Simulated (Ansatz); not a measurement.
Simulated (Ansatz). Plane-wave DFT: natural occupations of the f shells on orthogonalised atomic orbitals at the end of the run, rising, by spin; atoms or cell relaxed as the task says.

```
cell
1.0
    -4.1463    4.1463    0.0000
    -4.1463   -4.1463    0.0000
     0.0000    0.0000   10.9321
Al Cu Gd
14 2 4
Direct
  0.7500 0.2500 0.2349
  0.2500 0.7500 0.2349
  0.2500 0.2500 0.7565
  0.7500 0.7500 0.7565
  0.2500 0.2500 0.2349
  0.7500 0.7500 0.2349
  0.7500 0.2500 0.7565
  0.2500 0.7500 0.7565
  0.0000 0.0000 0.6107
  0.5000 0.5000 0.6107
  0.5000 0.5000 0.3845
  0.0000 0.0000 0.3845
  0.5000 0.0000 0.9065
  0.0000 0.5000 0.9065
  0.5000 0.0000 0.1185
  0.0000 0.5000 0.1185
  0.0000 0.0000 0.9995
  0.5000 0.5000 0.9995
  0.5000 0.0000 0.4976
  0.0000 0.5000 0.4976
```

Starting moments (μB): Gd number 1 7.66, Gd number 2 7.66, Gd number 3 7.63, Gd number 4 7.63; others 0.

| quantity | value |
| --- | --- |
| cell charge | 0 e |
| spin | collinear |
| scf start | atoms |
| lower state search | off |
| functional | PBEsol |
| wave cutoff | 420 eV |
| k mesh | 4, 4, 2 |
| k shift | 0, 0, 0 mesh steps |
| gaussian smearing | 0.05 eV |
| task | single point |

How are the f shells occupied at the end?



```csv
shell atom,shell element,shell spin,shell occupation 1 (e),shell occupation 2 (e),shell occupation 3 (e),shell occupation 4 (e),shell occupation 5 (e),shell occupation 6 (e),shell occupation 7 (e)
17,Gd,up,1,1,1,1,1,1,1
17,Gd,down,0.01,0.01,0.01,0.02,0.02,0.02,0.04
18,Gd,up,1,1,1,1,1,1,1
18,Gd,down,0.01,0.01,0.01,0.02,0.02,0.02,0.04
19,Gd,up,1,1,1,1,1,1,1
19,Gd,down,0.01,0.01,0.02,0.03,0.03,0.04,0.04
20,Gd,up,1,1,1,1,1,1,1
20,Gd,down,0.01,0.01,0.02,0.03,0.03,0.04,0.04
```

Caveats: Gd without a U keeps its half-filled shell, but its 4f levels lie too near the Fermi level; occupations loosely converged; open f or d shells may hold a state above the lowest.
